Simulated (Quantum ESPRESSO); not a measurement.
Inputs of pw.x and gipaw.x (a modified build of Quantum ESPRESSO, PBE) for Be2C; the starting potential comes from an earlier run on another mesh:

```
&CONTROL
  calculation = 'scf'
  prefix = 'x'
  pseudo_dir = './pseudo'
  outdir = './out'
  tprnfor = .true.
/
&SYSTEM
  ibrav = 0
  nat = 3
  ntyp = 2
  ecutwfc = 40
  ecutrho = 160
  occupations = 'fixed'
  nbnd = 6
/
&ELECTRONS
  conv_thr = 1e-11
  startingpot = 'file'
/
ATOMIC_SPECIES
Be 9.012 Be.GGA_PBE-JTH.UPF
C 12.011 C.GGA_PBE-JTH.UPF
CELL_PARAMETERS angstrom
    0.000000000000     2.162255000000     2.162255000000
    2.162255000000     0.000000000000     2.162255000000
    2.162255000000     2.162255000000     0.000000000000
ATOMIC_POSITIONS crystal
Be     0.750000000000     0.750000000000     0.750000000000
Be     0.250000000000     0.250000000000     0.250000000000
C      0.000000000000     0.000000000000     0.000000000000
K_POINTS automatic
10 10 10 1 1 1
```

```
&INPUTGIPAW
  job = 'nmr'
  prefix = 'x'
  tmp_dir = './out/'
  restart_mode = 'from_scratch'
  pawproj(1) = .true.
  pawproj(2) = .true.
  use_nmr_macroscopic_shape = .false.
/
```

The geometry is a computed Materials Project entry, not a measured one. It is Be2C in Fm-3m; whether this form has been observed was not checked. Stability against distortions was not tested.

**Question.** Predict the shielding tensors that the run ends with.

**Answer.** 
```
     Total NMR chemical shifts in ppm: ---------------------------------------
     (adopting the Simpson convention for anisotropy and asymmetry)-----------

     Atom  1  Be  pos: (  1.060660  1.060660  1.060660)  Total sigma:          90.58
            90.5787          0.0000         -0.0000
             0.0000         90.5787          0.0000
            -0.0000          0.0000         90.5787

     Be      1    anisotropy:     -0.00    eta:    0.0000
     Be      1    sigma_11=     90.58
     Be      1    sigma_22=     90.58
     Be      1    sigma_33=     90.58

     Atom  2  Be  pos: (  0.353553  0.353553  0.353553)  Total sigma:          90.58
            90.5787         -0.0000         -0.0000
            -0.0000         90.5787         -0.0000
            -0.0000         -0.0000         90.5787

     Be      2    anisotropy:      0.00    eta:    0.0000
     Be      2    sigma_11=     90.58
     Be      2    sigma_22=     90.58
     Be      2    sigma_33=     90.58

     Atom  3  C   pos: (  0.000000  0.000000  0.000000)  Total sigma:         233.54
           233.5369         -0.0000         -0.0000
            -0.0000        233.5369          0.0000
            -0.0000         -0.0000        233.5369

     C       3    anisotropy:      0.00    eta:    0.0000
     C       3    sigma_11=    233.54
     C       3    sigma_22=    233.54
     C       3    sigma_33=    233.54
```
The printed anisotropy is 3/2 (σ_33 − σ_iso) in the program's own order; the axes are left out here. All sites are cubic, so the anisotropy vanishes by symmetry. These are absolute shieldings with no macroscopic susceptibility term; δ = σ_ref − σ needs a reference computed alike. By our sweeps, such settings leave a few ppm in absolute σ. The structure is static (0 K, no zero-point motion).
